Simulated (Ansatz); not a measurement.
Relaxed In2Au (fluorite type, space group Fm-3m):

```
CELL_PARAMETERS angstrom
      0.00000     6.46483     6.46483
      3.23241     3.23241     6.46483
      3.23241     3.23241     0.00000
ATOMIC_POSITIONS crystal
  In 0.00000 0.75000 0.75000
  In 0.50000 0.75000 0.75000
  In 0.00000 0.25000 0.25000
  In 0.50000 0.25000 0.25000
  Au 0.00000 0.00000 0.00000
  Au 0.50000 0.00000 0.00000
```

The atoms are displaced by Q × the pattern below (from a DFPT mode at X = (0.5, 0.5, 0.0), largest move 1; Q in Å), at fixed cell. It is one choice among 3 degenerate patterns. (q is in reciprocal vectors of the primitive cell; the cell shown is doubled to hold the pattern.)

| atom | x | y | z |
|---|---|---|---|
| In1 | 0.000 | 0.000 | -1.000 |
| In2 | 0.000 | 0.000 | 1.000 |
| In3 | 0.000 | 0.000 | -1.000 |
| In4 | 0.000 | 0.000 | 1.000 |

Atoms not listed stay in place.

The numbers are results of LDA (plane waves to 420 eV, PAW, scalar-relativistic; Ansatz, an electronic-structure program), not measurements. k mesh 13×13×13 (Γ-centred), Fermi-Dirac smearing 0.05 eV. Energies are smeared free energies. With partly filled bands, energies and forces of such displacements shift with the k mesh and the smearing. In2Au was relaxed with its symmetry unable to fall. Spin-orbit coupling is left out, though Au is heavy. The zero of ΔE is the undisplaced structure.

```csv
Q (Å),ΔE (eV/cell)
-0.100,0.0561
-0.067,0.0249
-0.033,0.0062
0.000,0.0000
0.033,0.0062
0.067,0.0249
0.100,0.0561
```

Question: Which DFPT wavenumber at X = (0.5, 0.5, 0.0) belongs to this mode?
(A) 55 cm⁻¹
(B) 145 cm⁻¹
(C) 81 cm⁻¹

Answer: C, 81 cm⁻¹. The curvature of the scan gives 81 cm⁻¹

(For displaced atoms, the force is minus the slope of the energy, and its curvature is a force constant, which sets phonon frequencies.)
